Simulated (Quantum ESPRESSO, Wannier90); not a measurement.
Wannierisation of CdSe (wurtzite)

Cell from Materials Project (mp-1070), symmetrised, no further relaxation. COD (Crystallography Open Database) has an entry of this formula and space group (matched by these alone). Computed values, not measurements, from LDA: Quantum ESPRESSO (norm-conserving PseudoDojo potentials, cutoff 82 Ry, no spin polarisation, no spin-orbit coupling) on a Γ-centred 6×6×4 mesh, then Wannier90. Density: 12×12×6 mesh, Gaussian smearing 0.01 Ry. Spin-orbit coupling, left out, would split the p-like bands by a few tenths of an eV.

```
begin unit_cell_cart
ang
    4.3460898497    0.0000000000    0.0000000000
   -2.1730449248    3.7638242170    0.0000000000
    0.0000000000    0.0000000000    7.0898400000
end unit_cell_cart
mp_grid = 6 6 4
```

Neighbour vectors b of the finite-difference formula (Å⁻¹), by shell:

```tsv
shell	b_x	b_y	b_z
1	0.00000	0.00000	0.22156
1	0.00000	0.00000	-0.22156
2	0.00000	0.27823	0.00000
2	0.24095	0.13911	0.00000
2	0.00000	-0.27823	0.00000
2	0.24095	-0.13911	0.00000
2	-0.24095	-0.13911	0.00000
2	-0.24095	0.13911	0.00000
```

Problem. Find the weights w_b from the completeness condition Σ_b w_b b_α b_β = δ_αβ.

Solution. Shell 1: Σ b_x² = 0.000, Σ b_y² = 0.000, Σ b_z² = 0.098 Å⁻²
Shell 2: Σ b_x² = 0.232, Σ b_y² = 0.232, Σ b_z² = 0.000 Å⁻²
Each of the three diagonal sums, weighted, has to give 1 and the off-diagonal ones 0, which holds for w_1 = 10.2 Å², w_2 = 4.31 Å². Check on xx: 10.19×0.000 + 4.31×0.232 = 1.00.

On this mesh the 8 functions of bands 19-20,31-36 (valence bands; start: s functions at the bond centres, conv_tol = 1.0e-6) end with spreads 2.3140, 2.3140, 2.3836, 2.3140, 2.3140, 2.3836, 2.3140, 2.3140 Å², Ω_I = 17.7784 Å² and Ω_D = 0.0066 Å².

Ω_total is the sum of the spreads, 18.651 Å². Ω_OD = Ω_total − Ω_I − Ω_D = 0.866 Å². Only (Ω_D + Ω_OD)/Ω_total = 4.7 % depends on the gauge, and another start could lower the total by that share at most. The rms radius is √(Ω_total/8) = 1.53 Å.
